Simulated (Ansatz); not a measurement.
All numbers below come from DFT PBE, scalar-relativistic, plane waves, PAW in Ansatz. Settings: cutoff 420 eV, Γ-centred meshes spaced at most about 0.3 Å⁻¹, and about 0.25 Å⁻¹ or finer for metals (2π included), Gaussian smearing. No spin polarisation in the final relaxations.

Temperature and zero-point effects are left out.

Two forms of Sc₄Ta were relaxed alike.

A.

Space group P-43m (No. 215). a = 5.008 Å, b = 5.008 Å, c = 5.008 Å, α = 90.00°, β = 90.00°, γ = 90.00°
```json
{"atom": "Sc", "site": "4e", "symmetry": ".3m", "x": "0.2859", "y": "0.2859", "z": "0.2859"}
{"atom": "Ta", "site": "1a", "symmetry": "-43m", "x": "0.0000", "y": "0.0000", "z": "0.0000"}
```

B.

Space group P6/mmm (No. 191). a = 4.848 Å, b = 4.848 Å, c = 6.213 Å, α = 90.00°, β = 90.00°, γ = 120.00°
```json
{"atom": "Sc", "site": "4h", "symmetry": "3m.", "x": "0.3333", "y": "0.6667", "z": "0.7620"}
{"atom": "Ta", "site": "1a", "symmetry": "6/mmm", "x": "0.0000", "y": "0.0000", "z": "0.0000"}
```

**Question.** Which is lower in energy, and by how much?

**Answer.** B is lower, by 107 meV/atom. A has space group P-43m (No. 215), 25.1 Å³/atom and no gap on its mesh; B has space group P6/mmm (No. 191), 25.3 Å³/atom and no gap. Counting all near atoms (those within 1.25 times the shortest distance at each site; a plus sign parts nearer from farther groups), A has Sc 1+3, Ta 4 and B has Sc 8, Ta 12. Even the lower one lies +0.83 eV/atom against the reference forms of the elements (uncorrected), so neither is stable at this level. Both come from invented guesses. A third cell relaxed alike, in Im-3m, lies 88 meV/atom below the lower of the two.

These runs have no spin–orbit coupling, which can matter for Ta. A magnetic state wasn't ruled out in cells without spin, among them P-43m. Cells relaxed within their symmetry can be saddle points.
